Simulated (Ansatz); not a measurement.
Convergence test, LiIn₃

All numbers below come from DFT r2SCAN, scalar-relativistic, plane waves, PAW in Ansatz 0.2.0.

```
CELL_PARAMETERS angstrom
4.49285 0.00000 0.00000
0.00000 4.49285 0.00000
0.00000 0.00000 4.49285
ATOMIC_POSITIONS crystal
Li 0.50000 0.50000 0.50000
In 0.50000 0.00000 0.00000
In 0.00000 0.50000 0.00000
In 0.00000 0.00000 0.50000
```

```
plane-wave cutoff : 500 eV
occupation rule   : Gaussian smearing, 0.1 eV
spin treatment    : unpolarised
```

The atoms stay fixed while the k-point mesh is varied. ΔE is the energy extrapolated to zero smearing, less that of the reference run (16×16×16). The cell isn't necessarily relaxed at this level. The meshes are Γ-centred. Pressure is positive in compression.

Question: One run gave ΔE = 1482 meV/atom and P = 3.02 GPa. Which k-point mesh did it use, of 1×1×1, 2×2×2, 4×4×4, 6×6×6, 8×8×8, 10×10×10, 12×12×12, 14×14×14?

Answer: 1×1×1. All runs:

| mesh | ΔE (meV/atom) | P (GPa) | irreducible points |
| --- | --- | --- | --- |
| 1×1×1 | 1482 | 3.02 | 1 |
| 2×2×2 | 194 | 5.28 | 4 |
| 4×4×4 | 22.6 | 1.24 | 10 |
| 6×6×6 | 25.0 | 0.80 | 20 |
| 8×8×8 | 1.06 | 0.51 | 35 |
| 10×10×10 | 0.85 | 0.37 | 56 |
| 12×12×12 | -0.28 | 0.46 | 84 |
| 14×14×14 | -1.44 | 0.38 | 120 |
| 16×16×16 | 0.00 | 0.34 | 165 |